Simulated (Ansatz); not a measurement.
Au (fcc, Cu type)

```xyz
4
Lattice="4.1573 0.0000 0.0000 0.0000 4.1573 0.0000 0.0000 0.0000 4.1573" Properties=species:S:1:pos:R:3 pbc="T T T"
Au     0.0000     0.0000     0.0000
Au     2.0786     2.0786     0.0000
Au     2.0786     0.0000     2.0786
Au     0.0000     2.0786     2.0786
```

In this cell atom 3 (Au, nearest neighbour Au at 2.940 Å; its periodic images, 4.2 Å or more away, move with it) is moved by s towards the nearest neighbour, unit vector (-0.707, -0.707, 0.000); all other atoms and the cell stay fixed.

Level of theory: PBE (plane waves to 420 eV, PAW, scalar-relativistic; Ansatz, a first-principles code). k mesh 9×9×9 (Γ-centred), Fermi-Dirac smearing 0.05 eV. Energies are smeared free energies. With partly filled bands, energies and forces of such displacements shift with the k mesh and the smearing. Au was relaxed with its symmetry unable to fall. Spin-orbit coupling is left out, though Au is heavy. The PAW data are Ansatz's earlier set. The zero of ΔE is the undisplaced structure. The last digit holds for this mesh only.

```
s (Å)   ΔE (meV/cell)
------  -------------
-0.590         1376.9
-0.472          765.8
-0.354          386.1
-0.236       withheld
-0.118           37.8
0.000             0.0
0.118            37.8
0.236        withheld
0.354           386.1
0.472           765.8
0.590          1376.9
```

### Question
Fit an even polynomial form (powers 2, 4, 6) to the given rows and predict ΔE at s = -0.236.

### Answer
Least squares on the 9 given rows: ΔE = (2681)·s² + (2922)·s⁴ + (2122)·s⁶, in meV/cell with s in Å; root-mean-square residual 0.07 meV/cell. At -0.236 the fit gives 158.8 meV/cell; the calculation gives 158.7 meV/cell, so the interpolation is off by 0.1 (+0.1 %). The quadratic term alone would give 149.3 meV/cell.

(For displaced atoms, the force is minus the slope of the energy, and its curvature is a force constant, which sets phonon frequencies.)
